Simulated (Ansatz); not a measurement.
Sn (diamond), conventional cell a = 6.540 Å, b = 6.540 Å, c = 6.540 Å, α = 90.00°, β = 90.00°, γ = 90.00°. The calculation uses the primitive cell of 2 atoms, to which meshes and values per cell refer.

This relaxed cell (volume V₀) is scaled evenly in all directions, its shape held. Symmetry pins the atoms to their sites.

The numbers are results of PBEsol (plane waves to 420 eV, PAW, scalar-relativistic; Ansatz, a first-principles code), not measurements. k mesh 12×12×12 (Γ-centred), Fermi-Dirac smearing 0.05 eV. Energies are smeared free energies. Sn was relaxed with its symmetry unable to fall. ΔE is measured from the relaxed starting cell. The last digit holds for this mesh only.

```json
[
 {"V (Å³/atom)": "29.372", "ΔE (meV/atom)": "162.9"},
 {"V (Å³/atom)": "30.304", "ΔE (meV/atom)": "106.5"},
 {"V (Å³/atom)": "31.237", "ΔE (meV/atom)": "64.3"},
 {"V (Å³/atom)": "32.169", "ΔE (meV/atom)": "34.2"},
 {"V (Å³/atom)": "33.102", "ΔE (meV/atom)": "14.4"},
 {"V (Å³/atom)": "34.034", "ΔE (meV/atom)": "3.4"},
 {"V (Å³/atom)": "34.967", "ΔE (meV/atom)": "0.0"},
 {"V (Å³/atom)": "35.899", "ΔE (meV/atom)": "3.0"},
 {"V (Å³/atom)": "36.831", "ΔE (meV/atom)": "11.5"},
 {"V (Å³/atom)": "37.764", "ΔE (meV/atom)": "24.8"},
 {"V (Å³/atom)": "38.696", "ΔE (meV/atom)": "42.1"},
 {"V (Å³/atom)": "39.629", "ΔE (meV/atom)": "62.9"},
 {"V (Å³/atom)": "40.561", "ΔE (meV/atom)": "86.6"}
]
```

Problem. What is the fitted pressure derivative B₀′?

Solution. 4.8.

Problem. What bulk modulus B₀ follows from a third-order Birch-Murnaghan fit?

Solution. 41.4 GPa. Check by three points about V = 34.967 Å³/atom, step 1.865: d²E/dV² ≈ (14 − 2·0 + 12) meV / 1.865² = 0.00748 eV/Å⁶, and V·d²E/dV² × 160.2 = 41.9 GPa.

(A scan under strain: stresses follow from slopes of the energy per volume, elastic moduli from its curvatures.)
